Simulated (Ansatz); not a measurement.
Calculation for Na (hcp type): DFT, PBEsol, PAW with Ansatz's default frozen-core files, scalar-relativistic (Ansatz 0.2.0). This run: cell relaxed at zero pressure.

The start is a guessed cell of a prototype that needn't be stable.

Command: `ansatz run input.yaml --threads 1 --pin off --max-ram 2048MiB --backend cpu --events-out ev --progress --plain --runs-dir out` It took 13 s on 1 thread of Arm Neoverse V1, with other jobs on the host, peak memory 0.35 GiB.

```yaml
crystal:
  lattice:
    - [3.7245815232, 0.0, 0.0]
    - [-1.8622907616, 3.2255822176, 0.0]
    - [0.0, 0.0, 6.0338220676]
  atoms:
    - { symbol: Na, position: [0.3333333333, 0.6666666667, 0.25] }
    - { symbol: Na, position: [0.6666666667, 0.3333333333, 0.75] }
kpoints:
  mp_grid: { grid: [12, 12, 7] }
scf:
  occupations: { method: fermi_dirac, width: 0.08 }
hamiltonian:
  xc: pbesol
  pseudopotentials: { kind: paw }
output:
  forces: true
  stress: true
relax:
  f_tol: 0.005
  max_steps: 40
  cell: {}
```

Output:

```
Engine: ansatz 0.2.0
Pseudopotentials: kind: paw
Pseudopotential: Na, paw, valence charge 9, recommended cutoff 420 eV (normal), Na.paw.azcp
Functional definition: PBEsol
  exchange = pbesol_x
  correlation = pbesol_c
Crystal: 2 atoms, lattice volume = 72.490 Å³
Basis set: ecut = 420 eV, 1389 PW (Γ), exchange–correlation on 50×50×90 points (8 copies of the dense FFT grid, shifted against one another)
Bands: 13, of which v1, the nominal top of the filled ones, is band 9 counted from 1 (8 counted from 0)
Symmetry: 24 space group operations
Space group: P63/mmc (ITA 194), of the structure as read, at distance tolerance 4.2e-5 Å
k-points: 76 of 1008
Non-local potential: Na, projectors of the file, l = 0: 3, l = 1: 2, l = 2: 1
PAW form: soft (Blöchl's): semilocal exchange-correlation on the pseudo side does not see the compensation charge
PAW frozen core: Na, regenerated for the run's functional, and the local potential with it (the file was generated under x = pbe(κ = 0.804, μ = 0.2195149727645171), c = pbe(β = 0.06672455060314922))
PAW one-centre angular grid: Na, 110 points (default); XC on 64 Gauss nodes
Initial density: superposition of atomic densities (neutral atoms: chi_scale 0, normalization atom), corrected by the library's trained network
Initial wavefunctions: pseudopotential atomic-orbital guess
Functional: x = pbesol(κ = 0.804, μ = 0.12345679012345678), c = pbesol(β = 0.046)
SCF iter   1: F=—  HF=-2951.750848 eV  |F-HF|=—  |Δ(HF+E_count)|=         —  Δρ=1.64e-3  dr2=8.90e-4  ethr=1.77e-3  ⟨swp⟩=4.2  Hψ=4943  notcnv=0
preconditioner: auto → Kerker (q_TF=auto, 2.163 Å⁻¹)  [metal: Δε(μ)=0.019 eV  Ē_g=4.879 eV  σ=0.080 eV  W_gap=0.06  n_scr=10 (ndim 8)  ℏωp=6.2 eV  f_vac=0.000  D(μ)=0.98/eV (n_scr^D=2)]
SCF iter   2: F=—  HF=-2951.749450 eV  |F-HF|=—  |Δ(HF+E_count)|=   1.40e-3  Δρ=6.22e-4  dr2=1.88e-4  ethr=4.94e-6  ⟨swp⟩=2.6  Hψ=2266  notcnv=0
SCF iter   3: F=—  HF=-2951.749413 eV  |F-HF|=—  |Δ(HF+E_count)|=   3.74e-5  Δρ=1.75e-4  dr2=2.36e-5  ethr=1.04e-6  ⟨swp⟩=2.0  Hψ=1596  notcnv=0
SCF iter   4: F=—  HF=-2951.749425 eV  |F-HF|=—  |Δ(HF+E_count)|=   1.25e-5  Δρ=2.17e-4  dr2=1.38e-5  ethr=1.31e-7  ⟨swp⟩=2.0  Hψ=1596  notcnv=0
SCF iter   5: F=—  HF=-2951.749412 eV  |F-HF|=—  |Δ(HF+E_count)|=   1.32e-5  Δρ=3.59e-5  dr2=3.41e-7  ethr=7.66e-8  ⟨swp⟩=2.0  Hψ=1596  notcnv=0
SCF iter   6: F=-2951.749412 eV  HF=-2951.749412 eV  |F-HF|=5.32e-11  |Δ(HF+E_count)|=   2.37e-7  Δρ=3.23e-6  dr2=5.26e-9  ethr=5.56e-10  ⟨swp⟩=4.0  Hψ=3245  notcnv=0
SCF 1 converged in 6 iterations: F = -2951.749412 eV  dr2 = 5.26e-9
  greatest PAW one-centre occupation: 0.999 electrons in one spin orbital (limit 2), on the Na atom at site 1 (counted from 0), in its partial waves of l = 0
relax step   1: F+E_penalty+E_count = -2951.74941170 eV  Δ(F+E_penalty+E_count) = +0.000e0 eV  max|allowed force component| = 1.717e-19 eV/Å  Δτ_max = 0.0000 Å  P = +0.037 GPa  Ω = 72.490 Å³  (6 SCF iters, dr2 threshold 1.00e-7 eV, accepted)
Crystal: 2 atoms, lattice volume = 72.561 Å³
Initial density: handed on by an earlier stage of this run
Initial wavefunctions: those handed on with the density
iter 1 solved again at ethr=6.79e-10 eV; its pass at ethr=3.10e-3 eV (dr2=1.22e-7 eV) is discarded
SCF iter   1: F=—  HF=-2951.749431 eV  |F-HF|=—  |Δ(HF+E_count)|=         —  Δρ=7.04e-6  dr2=4.04e-8  ethr=6.79e-10  ⟨swp⟩=3.3  Hψ=7368  notcnv=0
preconditioner: auto → Kerker (q_TF=auto, 2.163 Å⁻¹)  [metal: Δε(μ)=0.018 eV  Ē_g=4.876 eV  σ=0.080 eV  W_gap=0.06  n_scr=10 (ndim 8)  ℏωp=6.2 eV  f_vac=0.000  D(μ)=0.99/eV (n_scr^D=2)]
SCF iter   2: F=—  HF=-2951.749430 eV  |F-HF|=—  |Δ(HF+E_count)|=   4.25e-7  Δρ=3.49e-6  dr2=1.63e-8  ethr=2.25e-10  ⟨swp⟩=2.0  Hψ=1517  notcnv=0
SCF iter   3: F=-2951.749430 eV  HF=-2951.749430 eV  |F-HF|=5.05e-10  |Δ(HF+E_count)|=   2.34e-9  Δρ=1.44e-6  dr2=3.31e-9  ethr=5.17e-11  ⟨swp⟩=3.7  Hψ=2742  notcnv=0
SCF 2 converged in 3 iterations: F = -2951.749430 eV  dr2 = 3.31e-9
relax step   2: F+E_penalty+E_count = -2951.74943041 eV  Δ(F+E_penalty+E_count) = -1.871e-5 eV  max|allowed force component| = 3.253e-19 eV/Å  Δτ_max = 0.0000 Å  P = +0.029 GPa  Ω = 72.561 Å³  energy of the carried Pulay correction = -4.929e-7 eV  (3 SCF iters, dr2 threshold 9.31e-9 eV, accepted)
Crystal: 2 atoms, lattice volume = 72.847 Å³
iter 1 solved again at ethr=1.17e-8 eV; its pass at ethr=3.10e-3 eV (dr2=2.10e-6 eV) is discarded
SCF iter   1: F=—  HF=-2951.749465 eV  |F-HF|=—  |Δ(HF+E_count)|=         —  Δρ=2.28e-5  dr2=5.80e-7  ethr=1.17e-8  ⟨swp⟩=3.2  Hψ=7382  notcnv=0
preconditioner: auto → Kerker (q_TF=auto, 2.161 Å⁻¹)  [metal: Δε(μ)=0.015 eV  Ē_g=4.865 eV  σ=0.080 eV  W_gap=0.05  n_scr=10 (ndim 8)  ℏωp=6.2 eV  f_vac=0.000  D(μ)=0.99/eV (n_scr^D=2)]
SCF iter   2: F=—  HF=-2951.749465 eV  |F-HF|=—  |Δ(HF+E_count)|=   5.02e-7  Δρ=1.39e-5  dr2=2.63e-7  ethr=3.22e-9  ⟨swp⟩=1.0  Hψ=988  notcnv=0
SCF iter   3: F=—  HF=-2951.749465 eV  |F-HF|=—  |Δ(HF+E_count)|=   7.58e-8  Δρ=4.59e-6  dr2=2.96e-8  ethr=1.46e-9  ⟨swp⟩=1.0  Hψ=988  notcnv=0
SCF iter   4: F=—  HF=-2951.749465 eV  |F-HF|=—  |Δ(HF+E_count)|=   4.62e-9  Δρ=1.40e-6  dr2=1.49e-9  ethr=1.65e-10  ⟨swp⟩=2.6  Hψ=1660  notcnv=0
SCF iter   5: F=—  HF=-2951.749465 eV  |F-HF|=—  |Δ(HF+E_count)|=  2.80e-10  Δρ=2.41e-7  dr2=7.63e-11  ethr=8.26e-12  ⟨swp⟩=1.0  Hψ=990  notcnv=0
SCF iter   6: F=-2951.749465 eV  HF=-2951.749465 eV  |F-HF|=4.55e-13  |Δ(HF+E_count)|=  1.50e-11  Δρ=7.14e-8  dr2=4.77e-12  ethr=1.00e-12  ⟨swp⟩=4.8  Hψ=3463  notcnv=0
SCF 3 converged in 6 iterations: F = -2951.749465 eV  dr2 = 4.77e-12
relax step   3: F+E_penalty+E_count = -2951.74946465 eV  Δ(F+E_penalty+E_count) = -3.424e-5 eV  max|allowed force component| = 7.228e-20 eV/Å  Δτ_max = 0.0000 Å  P = -0.002 GPa  Ω = 72.847 Å³  energy of the carried Pulay correction = -2.478e-6 eV  (6 SCF iters, accepted)
Initial wavefunctions: pseudopotential atomic-orbital guess (no wavefunctions were taken with the density)
iter 1 solved again at ethr=6.57e-8 eV; its pass at ethr=3.10e-3 eV (dr2=1.18e-5 eV) is discarded
SCF iter   1: F=—  HF=-2951.749638 eV  |F-HF|=—  |Δ(HF+E_count)|=         —  Δρ=1.17e-4  dr2=2.07e-7  ethr=6.57e-8  ⟨swp⟩=3.5  Hψ=7650  notcnv=0
SCF iter   2: F=—  HF=-2951.749512 eV  |F-HF|=—  |Δ(HF+E_count)|=   1.26e-4  Δρ=5.93e-5  dr2=5.28e-8  ethr=1.15e-9  ⟨swp⟩=2.1  Hψ=1252  notcnv=0
SCF iter   3: F=—  HF=-2951.749467 eV  |F-HF|=—  |Δ(HF+E_count)|=   4.51e-5  Δρ=8.31e-7  dr2=1.96e-10  ethr=2.93e-10  ⟨swp⟩=2.6  Hψ=1528  notcnv=0
SCF iter   4: F=—  HF=-2951.749467 eV  |F-HF|=—  |Δ(HF+E_count)|=  3.39e-10  Δρ=2.85e-7  dr2=3.12e-11  ethr=1.00e-12  ⟨swp⟩=5.3  Hψ=4052  notcnv=0
SCF iter   5: F=-2951.749467 eV  HF=-2951.749467 eV  |F-HF|=1.82e-12  |Δ(HF+E_count)|=  1.64e-11  Δρ=6.63e-8  dr2=4.76e-12  ethr=1.00e-12  ⟨swp⟩=4.7  Hψ=3456  notcnv=0
SCF 4 converged in 5 iterations: F = -2951.749467 eV  dr2 = 4.76e-12
relax step   4: F+E_penalty+E_count = -2951.74946667 eV  Δ(F+E_penalty+E_count) = -2.023e-6 eV  max|allowed force component| = 1.084e-19 eV/Å  Δτ_max = 0.0000 Å  P = -0.002 GPa  Ω = 72.847 Å³  stress off target by 3.62e-3 GPa  SCF on the basis re-selected at this cell (its energy is not comparable with the rows above)  (5 SCF iters)
basis re-selected at this cell: Δ(F+E_penalty+E_count) = -2.023e-6 eV, ΔP = -0.000 GPa vs the last step (what re-selecting the basis moved, of the pressure what is left beyond the Pulay correction that the steps carried, after the strain that the cell walked since its last selection, with what the two solves' SCF thresholds leave and, on support functions, any second-order correction that the steps lacked; it is no measure of the basis error at this ecutwfc). This SCF's stress stands 3.62e-3 GPa from its target on what of the cell is left free (relax.cell.stress_tol is 5.00e-2 GPa) and its largest allowed force component is 1.08e-19 eV/Å (relax.f_tol is 5.00e-3 eV/Å): within both
SCF converged after 5 iterations
Free energy (F): -2951.749467 eV
Harris-Foulkes:  -2951.749467 eV  (|F-HF|=1.82e-12)
Internal energy: -2951.728826 eV  (E = F + TS)
E sigma→0 (E₀):  -2951.739146 eV
Entropy (-TS):   -0.020641 eV (-10.320 meV/atom)
Fermi energy:    1.789258 eV
--- Per-component energies (eV) ---
  E_band       = -478.616783
  E_kinetic    = 240.407933
  E_local      = -2875.770694  (includes V_loc(G=0)·N_el)
  E_nonlocal   = 231.741903
  E_hartree    = 1050.247604
  E_xc         = -75.323720
  E_vxc        = -97.360047  (∫ρ·V_xc dr)
  E_paw        = -506.903226  (= ΣΔE_a)
  E_vpaw       = -78.131066  (= ΣTr[D̂ρ^β])
  E_aug_tail   = -0.000041  (compensation charges beyond the density's cutoff)
  E_ewald      = -1016.237971
  E_core_change = 0.109388  (= ΣΔE_core)
  E_smearing   = -0.020641  (= −TS)
  E_closure    = 0.000000  (closes the sum)
  Σ components = -2951.749467   (vs F -2951.749467, Δ=0.00e0)
--- Forces (eV/Å), atoms counted from 1 ---
  atom   1  Na     0.00000000    -0.00000000     0.00000000
  atom   2  Na     0.00000000     0.00000000     0.00000000
  max |Σ_I F_I| component: 0.00e0 eV/Å
--- Stress (GPa, compression-positive) ---
       -0.003623      -0.000000       0.000000
       -0.000000      -0.003623       0.000000
        0.000000       0.000000       0.002351
  P = ⅓ Tr σ = -0.0016 GPa (-0.016 kbar)
--- Relaxed structure (3 steps of the walk, 3 accepted, 1 SCFs on fresh bases) ---
  F+E_penalty+E_count = -2951.74946667 eV   max|allowed force component| = 1.084e-19 eV/Å   (the final SCF, on the basis selected at the relaxed cell)
  cell:  # Å, volume = 72.8472 Å³
    - [3.7275522004355803, 0.0, 0.0]
    - [-1.8637761002177902, 3.228154899509796, 0.0]
    - [0.0, 0.0, 6.053891654940084]
  atoms:
    - { symbol: Na, position: [0.3333333333333333, 0.6666666666666666, 0.24999999999999997] }
    - { symbol: Na, position: [0.6666666666666666, 0.3333333333333333, 0.75] }
```

Next run (the series' base cell), as changes to the input before:

```diff
   lattice:
-    - [3.7245815232, 0.0, 0.0]
-    - [-1.8622907616, 3.2255822176, 0.0]
-    - [0.0, 0.0, 6.0338220676]
+    - [3.7275522004, 0.0, 0.0]
+    - [-1.8637761002, 3.2281548995, 0.0]
+    - [0.0, 0.0, 6.0538916549]
   atoms:
   mp_grid: { grid: [12, 12, 7] }
+  band_path:
+    path:
+      - [0.0, 0.0, 0.0]
+      - [0.5, 0.0, 0.0]
+      - [0.3333333333, 0.3333333333, 0.0]
+      - [0.0, 0.0, 0.0]
+      - [0.0, 0.0, 0.5]
+      - [0.5, 0.0, 0.5]
+      - [0.3333333333, 0.3333333333, 0.5]
+      - [0.0, 0.0, 0.5]
+      - [0.5, 0.0, 0.5]
+    npoints: 8
 scf:
   stress: true
-relax:
-  f_tol: 0.005
-  max_steps: 40
-  cell: {}
+  eigenvalues: true
+  populations: true
+  dos: { projected: true, de: 0.2, e_range: [-14, 8] }
+  write_density: true
+  write_potential: true
+  elf: true
+  volumetric_format: npy
```

Command: `ansatz run input.yaml --threads 1 --pin off --max-ram 2048MiB --backend cpu --events-out ev --progress --plain --runs-dir out` It took 6 s on 1 thread of Arm Neoverse V1, with other jobs on the host, peak memory 0.33 GiB.

Results part of the output:

```
SCF 1 converged in 6 iterations: F = -2951.749467 eV  dr2 = 4.82e-9
  greatest PAW one-centre occupation: 0.999 electrons in one spin orbital (limit 2), on the Na atom at site 1 (counted from 0), in its partial waves of l = 0
NSCF: frozen V_eff on 65 k-points
SCF converged after 6 iterations
Free energy (F): -2951.749467 eV
Harris-Foulkes:  -2951.749467 eV  (|F-HF|=7.61e-10)
Internal energy: -2951.728826 eV  (E = F + TS)
E sigma→0 (E₀):  -2951.739146 eV
Entropy (-TS):   -0.020641 eV (-10.320 meV/atom)
Fermi energy:    1.789262 eV
--- Per-component energies (eV) ---
  E_band       = -478.617196
  E_kinetic    = 240.407842
  E_local      = -2875.771449  (includes V_loc(G=0)·N_el)
  E_nonlocal   = 231.742146
  E_hartree    = 1050.248118
  E_xc         = -75.323665
  E_vxc        = -97.359975  (∫ρ·V_xc dr)
  E_paw        = -506.903194  (= ΣΔE_a)
  E_vpaw       = -78.131510  (= ΣTr[D̂ρ^β])
  E_aug_tail   = -0.000041  (compensation charges beyond the density's cutoff)
  E_ewald      = -1016.237971
  E_core_change = 0.109388  (= ΣΔE_core)
  E_smearing   = -0.020641  (= −TS)
  E_closure    = 0.000000  (closes the sum)
  Σ components = -2951.749467   (vs F -2951.749467, Δ=0.00e0)
--- Forces (eV/Å), atoms counted from 1 ---
  atom   1  Na     0.00000000    -0.00000000     0.00000000
  atom   2  Na     0.00000000     0.00000000     0.00000000
  max |Σ_I F_I| component: 0.00e0 eV/Å
--- Stress (GPa, compression-positive) ---
       -0.003625       0.000000       0.000000
        0.000000      -0.003625       0.000000
        0.000000       0.000000       0.002345
  P = ⅓ Tr σ = -0.0016 GPa (-0.016 kbar)
--- Band table (eV; the first three rows and the last of 76) ---
  k-point 0: bands = ["-50.9140", "-50.9119", "-23.0190", "-22.9861", "-22.9861", "-22.9807", "-22.9807", "-22.9806", "-1.5193", "2.3605", "2.8114", "11.8123", "11.8123"]
  k-point 1: bands = ["-50.9139", "-50.9120", "-23.0171", "-22.9858", "-22.9858", "-22.9826", "-22.9810", "-22.9810", "-1.4328", "1.5005", "3.8175", "11.6575", "11.8764"]
  k-point 2: bands = ["-50.9136", "-50.9123", "-23.0118", "-22.9879", "-22.9851", "-22.9851", "-22.9817", "-22.9817", "-1.1744", "0.5991", "5.1571", "9.9739", "12.0585"]
  k-point 75: bands = ["-50.9115", "-50.9115", "-23.0106", "-23.0106", "-23.0042", "-23.0017", "-22.9880", "-22.9880", "3.7747", "3.8157", "3.8157", "4.3215", "5.0454"]
--- Löwdin populations: 2 sites ---
  site symbol       q [e]
     0     Na      8.9627
     1     Na      8.9627
  spilling = 0.004143 (of n_electrons = 18.000000)
```

Next run (shape and atoms relaxed at 0.95 of the base cell's volume), as changes to the input before:

```diff
   lattice:
-    - [3.7275522004, 0.0, 0.0]
-    - [-1.8637761002, 3.2281548995, 0.0]
-    - [0.0, 0.0, 6.0538916549]
+    - [3.664361142, 0.0, 0.0]
+    - [-1.832180571, 3.1734298376, 0.0]
+    - [0.0, 0.0, 5.9512634955]
   atoms:
   mp_grid: { grid: [12, 12, 7] }
-  band_path:
-    path:
-      - [0.0, 0.0, 0.0]
-      - [0.5, 0.0, 0.0]
-      - [0.3333333333, 0.3333333333, 0.0]
-      - [0.0, 0.0, 0.0]
-      - [0.0, 0.0, 0.5]
-      - [0.5, 0.0, 0.5]
-      - [0.3333333333, 0.3333333333, 0.5]
-      - [0.0, 0.0, 0.5]
-      - [0.5, 0.0, 0.5]
-    npoints: 8
 scf:
   stress: true
-  eigenvalues: true
-  populations: true
-  dos: { projected: true, de: 0.2, e_range: [-14, 8] }
-  write_density: true
-  write_potential: true
-  elf: true
-  volumetric_format: npy
+relax:
+  f_tol: 0.005
+  max_steps: 30
+  cell: { stress_tol: 0.04, fix: [volume] }
```

Results part of the output:

```
basis re-selected at this cell: Δ(F+E_penalty+E_count) = -3.276e-9 eV, ΔP = +0.000 GPa vs the last step (what re-selecting the basis moved, of the pressure what is left beyond the Pulay correction that the steps carried, after the strain that the cell walked since its last selection, with what the two solves' SCF thresholds leave and, on support functions, any second-order correction that the steps lacked; it is no measure of the basis error at this ecutwfc). This SCF's stress stands 5.25e-3 GPa from its target on what of the cell is left free (relax.cell.stress_tol is 4.00e-2 GPa) and its largest allowed force component is 1.08e-19 eV/Å (relax.f_tol is 5.00e-3 eV/Å): within both
SCF converged after 5 iterations
Free energy (F): -2951.744706 eV
Harris-Foulkes:  -2951.744706 eV  (|F-HF|=3.64e-12)
Internal energy: -2951.724615 eV  (E = F + TS)
E sigma→0 (E₀):  -2951.734660 eV
Entropy (-TS):   -0.020092 eV (-10.046 meV/atom)
Fermi energy:    2.017464 eV
--- Per-component energies (eV) ---
  E_band       = -474.051289
  E_kinetic    = 240.646864
  E_local      = -2845.466515  (includes V_loc(G=0)·N_el)
  E_nonlocal   = 231.817114
  E_hartree    = 1037.313762
  E_xc         = -75.489389
  E_vxc        = -97.582481  (∫ρ·V_xc dr)
  E_paw        = -506.893027  (= ΣΔE_a)
  E_vpaw       = -78.093763  (= ΣTr[D̂ρ^β])
  E_aug_tail   = -0.000053  (compensation charges beyond the density's cutoff)
  E_ewald      = -1033.762759
  E_core_change = 0.109388  (= ΣΔE_core)
  E_smearing   = -0.020092  (= −TS)
  E_closure    = -0.000000  (closes the sum)
  Σ components = -2951.744706   (vs F -2951.744706, Δ=0.00e0)
--- Forces (eV/Å), atoms counted from 1 ---
  atom   1  Na     0.00000000     0.00000000     0.00000000
  atom   2  Na     0.00000000    -0.00000000     0.00000000
  max |Σ_I F_I| component: 2.89e-19 eV/Å
--- Stress (GPa, compression-positive) ---
        0.435240      -0.000000       0.000000
       -0.000000       0.435240      -0.000000
        0.000000      -0.000000       0.443114
  P = ⅓ Tr σ = 0.4379 GPa (4.379 kbar)
--- Relaxed structure (1 steps of the walk, 1 accepted, 1 SCFs on fresh bases) ---
  F+E_penalty+E_count = -2951.74470635 eV   max|allowed force component| = 1.084e-19 eV/Å   (the final SCF, on the basis selected at the relaxed cell)
  cell:  # Å, volume = 69.2048 Å³
    - [3.6643611419927504, 0.0, 0.0]
    - [-1.8321805709963752, 3.1734298376062786, 0.0]
    - [0.0, 0.0, 5.9512634955]
  atoms:
    - { symbol: Na, position: [0.33333333333333337, 0.6666666666666667, 0.25] }
    - { symbol: Na, position: [0.6666666666666667, 0.33333333333333337, 0.75] }
```

Next run (volume at 0.95 of the series' base cell), as changes to the input before:

```diff
   stress: true
-relax:
-  f_tol: 0.005
-  max_steps: 30
-  cell: { stress_tol: 0.04, fix: [volume] }
+  eigenvalues: true
+  populations: true
+  write_density: true
+  write_potential: true
+  elf: true
+  volumetric_format: npy
```

Command: `ansatz run input.yaml --threads 1 --pin off --max-ram 2048MiB --backend cpu --events-out ev --progress --plain --runs-dir out` It took 4.3 s on 1 thread of Arm Neoverse V1, with other jobs on the host, peak memory 0.33 GiB.

Results part of the output:

```
SCF 1 converged in 6 iterations: F = -2951.744706 eV  dr2 = 1.40e-8
  greatest PAW one-centre occupation: 0.999 electrons in one spin orbital (limit 2), on the Na atom at site 1 (counted from 0), in its partial waves of l = 0
SCF converged after 6 iterations
Free energy (F): -2951.744706 eV
Harris-Foulkes:  -2951.744706 eV  (|F-HF|=4.34e-9)
Internal energy: -2951.724615 eV  (E = F + TS)
E sigma→0 (E₀):  -2951.734660 eV
Entropy (-TS):   -0.020092 eV (-10.046 meV/atom)
Fermi energy:    2.017476 eV
--- Per-component energies (eV) ---
  E_band       = -474.052872
  E_kinetic    = 240.646620
  E_local      = -2845.468841  (includes V_loc(G=0)·N_el)
  E_nonlocal   = 231.817809
  E_hartree    = 1037.315346
  E_xc         = -75.489229
  E_vxc        = -97.582271  (∫ρ·V_xc dr)
  E_paw        = -506.892896  (= ΣΔE_a)
  E_vpaw       = -78.094637  (= ΣTr[D̂ρ^β])
  E_aug_tail   = -0.000053  (compensation charges beyond the density's cutoff)
  E_ewald      = -1033.762759
  E_core_change = 0.109388  (= ΣΔE_core)
  E_smearing   = -0.020092  (= −TS)
  E_closure    = -0.000000  (closes the sum)
  Σ components = -2951.744706   (vs F -2951.744706, Δ=0.00e0)
--- Forces (eV/Å), atoms counted from 1 ---
  atom   1  Na    -0.00000000     0.00000000     0.00000000
  atom   2  Na    -0.00000000    -0.00000000     0.00000000
  max |Σ_I F_I| component: 5.06e-19 eV/Å
--- Stress (GPa, compression-positive) ---
        0.435237      -0.000000       0.000000
       -0.000000       0.435237      -0.000000
        0.000000      -0.000000       0.443111
  P = ⅓ Tr σ = 0.4379 GPa (4.379 kbar)
--- Band table (eV; the first three rows and the last of 76) ---
  k-point 0: bands = ["-50.6514", "-50.6488", "-22.7619", "-22.7223", "-22.7223", "-22.7159", "-22.7159", "-22.7158", "-1.4026", "2.5941", "3.0917", "12.3294", "12.3294"]
  k-point 1: bands = ["-50.6513", "-50.6489", "-22.7597", "-22.7220", "-22.7220", "-22.7181", "-22.7162", "-22.7162", "-1.3130", "1.7193", "4.1161", "12.1755", "12.3940"]
  k-point 2: bands = ["-50.6509", "-50.6493", "-22.7533", "-22.7246", "-22.7211", "-22.7211", "-22.7171", "-22.7171", "-1.0451", "0.7896", "5.4948", "10.4509", "12.5768"]
  k-point 75: bands = ["-50.6482", "-50.6482", "-22.7518", "-22.7518", "-22.7441", "-22.7410", "-22.7246", "-22.7246", "4.0416", "4.1052", "4.1052", "4.6046", "5.4194"]
--- Löwdin populations: 2 sites ---
  site symbol       q [e]
     0     Na      8.9631
     1     Na      8.9631
  spilling = 0.004095 (of n_electrons = 18.000000)
```

The PAW files were made under PBE.
